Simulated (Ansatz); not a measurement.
Computed properties of Ca

Ca:
```cif
data_Ca
_chemical_formula_sum 'Ca1'
_space_group_name_H-M_alt 'P 1'
_space_group_IT_number 1
_cell_length_a 3.83216
_cell_length_b 3.83216
_cell_length_c 3.83216
_cell_angle_alpha 109.471
_cell_angle_beta 109.471
_cell_angle_gamma 109.471
loop_
_space_group_symop_operation_xyz
  'x, y, z'
loop_
_atom_site_label
_atom_site_type_symbol
_atom_site_fract_x
_atom_site_fract_y
_atom_site_fract_z
_atom_site_occupancy
Ca1 Ca 0.00000 0.00000 0.00000 1
```

Space group Im-3m (No. 229), bcc (W type); conventional cell a = b = c = 4.4250 Å, α = β = γ = 90.00°.

Method: plane-wave PAW r²SCAN (Ansatz code). Structure relaxed to zero pressure with the same functional. Other levels are named where they apply.

### Cell and energy

```
Quantity              Value
---------------  ----------
Volume per atom    43.32 Å³
Density          1.54 g/cm³
```

### Electronic structure

```
Quantity                                                                    Value
------------------------------------  -------------------------------------------
Electronic character                                            metallic (no gap)
Density of states at the Fermi level  1.5 states/eV per atom (mean over ±0.08 eV)
```

### Mechanics

```
Property                                                               Result
-------------------------------------  --------------------------------------
Bulk modulus (Birch–Murnaghan fit)                                   17.5 GPa
Pressure derivative B′                                                    2.7
Elastic constants (relaxed ions, GPa)      C11 = 18.6, C12 = 17.1, C44 = 14.9
Mechanical stability                   stable (all eigenvalues of C positive)
```

This is a known high-temperature phase of the composition, computed here at zero pressure and temperature. The cell was relaxed with r²SCAN under the symmetry of its start; its stability against distortions is not shown here. As this level gives no gap, shear constants depend on the k-mesh and smearing (Fermi–Dirac, 0.1 eV here).

Potentials: the earlier of the program's two PAW sets.
